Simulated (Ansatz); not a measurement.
C:
```
C
1.0
    0.00000     1.77688     1.77688
    1.77688     0.00000     1.77688
    1.77688     1.77688     0.00000
C
2
Direct
  0.50000   0.50000   0.50000
  0.75000   0.75000   0.75000
```

Relaxed with PBEsol.

**Question.** Decompose the optical modes at the zone centre into irreducible representations, and say which are infrared and Raman allowed.

**Answer.** Point group m-3m: Γ_opt = T2g. Infrared: none. Raman: T2g.

**Question.** Assign frequencies (DFPT, plane-wave PAW PBEsol (Ansatz code)).

**Answer.** T2g 1306 cm⁻¹.

Space group Fd-3m (diamond). Symmetry was held in the PBEsol relaxation; phonons on a q-mesh show no instability.

Potentials: the later of the program's two PAW sets.
